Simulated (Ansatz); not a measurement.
ZnS (wurtzite)

```xyz
4
Lattice="3.8451 0.0000 0.0000 -1.9226 3.3300 0.0000 0.0000 0.0000 6.3057" Properties=species:S:1:pos:R:3 pbc="T T T"
Zn     1.9226     1.1100     6.3047
Zn     0.0000     2.2200     3.1519
S      1.9226     1.1100     3.9432
S      0.0000     2.2200     0.7904
```

E(V) scan at fixed shape, V₀ the volume above. The atoms relax within the cell's symmetry.

Method: PBE (plane waves to 420 eV, PAW, scalar-relativistic; Ansatz, a first-principles code). k mesh 10×10×5 (Γ-centred), Fermi-Dirac smearing 0.05 eV. E stands for the smeared free energy. Stress and pressure are positive under compression. With the shape held, the modulus is that of even scaling; a crystal free to change shape is softer. ZnS was relaxed with its symmetry unable to fall. ΔE is measured from the relaxed starting cell.

```csv
V (Å³/atom),ΔE (meV/atom)
18.166,52.7
18.570,32.4
18.973,17.5
19.377,7.5
19.781,1.8
20.184,0.0
20.588,1.7
20.992,withheld
21.396,14.1
21.799,24.3
22.203,36.6
```

Problem. Fit a third-order Birch-Murnaghan form (E₀, V₀, B₀, B₀′ free) to the given rows and predict ΔE at V = 20.992.

Solution. Least squares on the 10 given rows: ΔE = E₀ + (9V₀B₀/16)·y²·[2 + (B₀′ − 4)y], y = (V₀/V)^(2/3) − 1, with V₀ = 20.183 Å³/atom, B₀ = 69.10 GPa (160.2 GPa = 1 eV/Å³; the term in eV is multiplied by 1000), B₀′ = 4.49, E₀ = 0.01 meV/atom; root-mean-square residual 0.03 meV/atom. At 20.992 the fit gives 6.5 meV/atom; the calculation gives 6.5 meV/atom, the same to the digits shown. For the pressure the fit gives -2.49 GPa against the computed -2.49 GPa.

(Under strain, the slope of the energy per volume gives the stress and its curvature an elastic modulus.)
